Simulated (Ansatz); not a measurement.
ScPd3N:
Space group Pm-3m (No. 221); a = 4.1439 Å, b = 4.1439 Å, c = 4.1439 Å, α = 90.00°, β = 90.00°, γ = 90.00°

| atom | site | symmetry | x | y | z |
|---|---|---|---|---|---|
| Sc | 1a | m-3m | 0.0000 | 0.0000 | 0.0000 |
| Pd | 3c | 4/mm.m | 0.0000 | 0.5000 | 0.5000 |
| N | 1b | m-3m | 0.5000 | 0.5000 | 0.5000 |

Relaxed with PBEsol.

Problem. Decompose the optical modes at the zone centre into irreducible representations, and say which are infrared and Raman allowed.

Solution. Point group m-3m: Γ_opt = 3T1u + T2u. Infrared: T1u. Raman: none.

Problem. Assign frequencies (DFPT, PBEsol (plane waves, PAW; program Ansatz)).

Solution. T2u 48i, T1u 29i, T1u 128, T1u 403 cm⁻¹.

The start of the workflow was typed in or built on a structure type; neither database checked (COD, Materials Project) lists it. Whether it is the stable phase at ambient conditions was not checked. The PBEsol relaxation kept the symmetry of its start; phonons show weakly imaginary modes. No spin polarisation was allowed. As this level gives no gap, phonon frequencies hold no LO–TO term and depend on the k-mesh and smearing (Fermi–Dirac, 0.1 eV here).

Potentials: the earlier of the program's two PAW sets. The files were generated under PBE; for other functionals the program regenerates the frozen cores, and for LDA and PBEsol the local potential too.
